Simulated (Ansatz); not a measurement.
Te2Mo: from a starting cell to a relaxed one

The start is a generated trial cell of Te2Mo in the AFLOW prototype A2B_hP9_152_c_a (as in SiO2). Cell shape, volume and atoms are optimised at zero target pressure with PBEsol (plane waves to 420 eV, PAW, scalar-relativistic; Ansatz, a program for electronic structure). The first steps use a coarse 4×4×3 k-mesh.

Input geometry:
```
CELL_PARAMETERS angstrom
      6.68744     0.00000     0.00000
     -3.34372     5.79149     0.00000
      0.00000     0.00000     7.35700
ATOMIC_POSITIONS crystal
  Mo 0.46990 0.00000 0.83333
  Mo 0.00000 0.46990 0.16667
  Mo 0.53010 0.53010 0.50000
  Te 0.41300 0.26680 0.71400
  Te 0.73320 0.14620 0.04734
  Te 0.85380 0.58700 0.38067
  Te 0.14620 0.73320 0.95266
  Te 0.26680 0.41300 0.28600
  Te 0.58700 0.85380 0.61933
```

Q: By how much does the energy per atom fall from start to end?

A: About 1.7 eV/atom.

Q: How does the volume change?

A: +14.1 %, from 31.66 to 36.14 Å³/atom.

Q: How do the shortest distances between atoms change?

A: The closest pairs of elements (up to four, under 3.6 Å), start → end: Mo–Te 2.19 → 2.56 Å; Te–Te 3.55 → 3.50 Å.

Q: Is the relaxed structure metallic? Give its gap.

A: Zero (metallic).

Q: Give the final cell and atomic positions.

A: 
Space group P3₁21 (No. 152); a = 7.064 Å, b = 7.064 Å, c = 7.526 Å, α = 90.00°, β = 90.00°, γ = 120.00°

| atom | site | symmetry | x | y | z |
|---|---|---|---|---|---|
| Mo | 3b | .2. | 0.5592 | 0.5592 | 0.5000 |
| Te | 6c | 1 | 0.6799 | 0.0565 | 0.1056 |

The space group stays P3₁21 (No. 152) (the run could not lower it), with 9 atoms in the primitive cell. Final values are on a 8×8×6 k-mesh of the relaxed cell. The start holds a very short contact (Mo–Te 2.19 Å). No spin polarisation in the result. A magnetic state may lie lower.

The run could not lower the symmetry of its start; a shaken copy of this end point relaxes with PBEsol to C2 (No. 5), 0.32 eV/atom lower.

The relaxed structure here is a generated cell of Te2Mo: the first start was made by placing the elements on the sites of a structure type, and the end was not matched to a known phase here, so it may be hypothetical. Known forms of Te2Mo include space group No. 194.
